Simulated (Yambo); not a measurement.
GeF4 (space group I-43m, No. 217), G0W0@PBEsol in Yambo with this input:

```
rim_cut
gw0
dyson
el_el_corr
HF_and_locXC
ppa
em1d
RandQpts= 1000000
RandGvec= 1 Ry
EXXRLvcs= 84 Ry
VXCRLvcs= 336 Ry
Chimod= "HARTREE"
% BndsRnXp
 1 | 176 |
%
NGsBlkXp= 6 Ry
% LongDrXp
 1.0 | 1.0 | 1.0 |
%
PPAPntXp= 27.2114 eV
% GbndRnge
 1 | 176 |
%
GTermKind= "BG"
DysSolver= "n"
ExtendOut
```

On a 4×4×4 mesh, with wavefunctions cut at 84 Ry, the gap (H → Γ) is 9.975 eV and the valence edge shifts by -2.747 eV.

What happens with this change: 3 Ry block?

The gap rises by 0.384 eV, to 10.359 eV; the shift of the valence edge becomes -3.160 eV. Neither run is shown to be the converged limit.

The standard potential for Ge keeps a d shell in the valence without the s and p states of that shell. In tests on such compounds this moved G0W0 gaps by up to about 0.9 eV, so absolute quasiparticle energies here are unreliable; differences between settings are what counts.

Spin-orbit coupling is included.

Geometry of the Materials Project entry, not relaxed at this level; primitive cell a = 4.6003 Å, b = 4.6003 Å, c = 4.6003 Å, α = 109.47°, β = 109.47°, γ = 109.47°.

A shift is the quasiparticle energy of the state minus its PBEsol energy.
